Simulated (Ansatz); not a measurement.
Ta:
```
CELL_PARAMETERS angstrom
     -1.65948     1.65948     1.65948
      1.65948    -1.65948     1.65948
      1.65948     1.65948    -1.65948
ATOMIC_POSITIONS crystal
  Ta 0.00000 0.00000 0.00000
```

Relaxed with PBE. Special points in fractions of this cell's reciprocal vectors: Γ (0.000, 0.000, 0.000); H (0.500, -0.500, 0.500); N (0.000, 0.000, 0.500); P (0.250, 0.250, 0.250).

List the band energies nearest the Fermi level at these points for PBE in the plane-wave PAW code Ansatz.

In eV from the Fermi level; about four levels below and three above (degenerate sets whole), none deeper than 8.9 eV; points with the same levels are listed once.

```tsv
k	below	above
Γ	-7.85	0.73 0.73 0.73
H	-3.72 -3.72	6.72 6.72 6.72
N	-4.31 -1.50	1.51 3.83 4.84
P	-1.23 -1.23 -1.23	5.01 5.01 6.93
```

Space group Im-3m (bcc (W type)). Symmetry was held in the PBE relaxation. No spin polarisation was allowed. Spin–orbit coupling is left out wherever it is not named.

Potentials: the later of the program's two PAW sets.
